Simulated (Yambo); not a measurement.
Yambo run on LiNbO3 (centrosymmetric, paraelectric, space group R-3c, No. 167). The wavefunctions come from this Quantum ESPRESSO step (PBEsol, PseudoDojo standard norm-conserving files, scalar-relativistic):

```
&CONTROL
  calculation = 'nscf'
  pseudo_dir = './pseudo'
  outdir = './out'
/
&SYSTEM
  ibrav = 0
  nat = 10
  ntyp = 3
  ecutwfc = 84.0
  ecutrho = 336.0
  occupations = 'fixed'
  force_symmorphic = .true.
  nbnd = 175
/
&ELECTRONS
  conv_thr = 1e-08
  diago_full_acc = .true.
  diago_thr_init = 1e-08
/
ATOMIC_SPECIES
Li 6.9400 Li.upf
O 15.9990 O.upf
Nb 92.9064 Nb.upf
CELL_PARAMETERS angstrom
  2.634720021000   1.521156313000   4.634367000000
 -2.634720021000   1.521156313000   4.634367000000
  0.000000000000  -3.042312627000   4.634367000000
ATOMIC_POSITIONS crystal
Li   0.750000000000   0.750000000000   0.750000000000
Li   0.250000000000   0.250000000000   0.250000000000
O   0.629635000000   0.870365000000   0.250000000000
O   0.370365000000   0.129635000000   0.750000000000
O   0.250000000000   0.629635000000   0.870365000000
O   0.750000000000   0.370365000000   0.129635000000
O   0.870365000000   0.250000000000   0.629635000000
O   0.129635000000   0.750000000000   0.370365000000
Nb   0.000000000000   0.000000000000   0.000000000000
Nb   0.500000000000   0.500000000000   0.500000000000
K_POINTS automatic
2 2 2 0 0 0
```

Yambo input:

```
rim_cut
gw0
dyson
el_el_corr
HF_and_locXC
ppa
em1d
RandQpts= 1000000
RandGvec= 1 Ry
EXXRLvcs= 84 Ry
VXCRLvcs= 336 Ry
Chimod= "HARTREE"
% BndsRnXp
 5 | 174 |
%
NGsBlkXp= 7 Ry
% LongDrXp
 1.0 | 1.0 | 1.0 |
%
PPAPntXp= 27.2114 eV
% GbndRnge
 1 | 174 |
%
GTermKind= "BG"
DysSolver= "n"
ExtendOut
% QPkrange
 1 | 1 | 34 | 35 |
 2 | 2 | 34 | 35 |
 3 | 3 | 34 | 35 |
 4 | 4 | 34 | 35 |
%
```

k points by index: 1 = Γ, 2 = L, 3 = F, 4 = Z.

Resulting energies as the program prints them:

```
#    K-point    Band    Eo [eV]    E [eV]    E-Eo [eV]    Vxc [eV]    Vnlxc [eV]    Sc|Eo [eV]    Sc|E [eV]    dSc/dw|Eo [eV]    Re(Z)    Im(Z)
#
    1    34    0.000000    -0.239739    -0.239739    -20.03234    -24.99371    4.647824    4.721626    -8.372099    0.764717    -0.001448
    1    35    2.496233    3.478623    0.982390    -16.37336    -10.35704    -4.793648    -5.033928    -6.654702    0.803498    -0.001245
    2    34    -0.153522    -0.430036    -0.276514    -19.25771    -24.34913    4.727317    4.814901    -8.614261    0.759547    -0.001564
    2    35    3.993298    5.018713    1.025415    -17.33131    -11.33419    -4.697261    -4.971705    -7.281710    0.788890    -0.001653
    3    34    -0.195168    -0.458951    -0.263783    -19.13952    -24.28458    4.798028    4.881280    -8.583195    0.760206    -0.001564
    3    35    2.449265    3.433075    0.983811    -16.34277    -10.29853    -4.820618    -5.060426    -6.632072    0.804035    -0.001232
    4    34    -0.221196    -0.498366    -0.277170    -19.18603    -24.27303    4.722156    4.809828    -8.602345    0.759800    -0.001618
    4    35    4.046778    5.030442    0.983664    -17.12144    -11.13073    -4.731536    -5.007048    -7.617424    0.781265    -0.004399
```
(The two width columns are left out.) Convergence of these settings isn't established.

Spin-orbit coupling is not included.

Geometry of the Materials Project entry, not relaxed at this level.

This is not the ordinary phase of the substance.
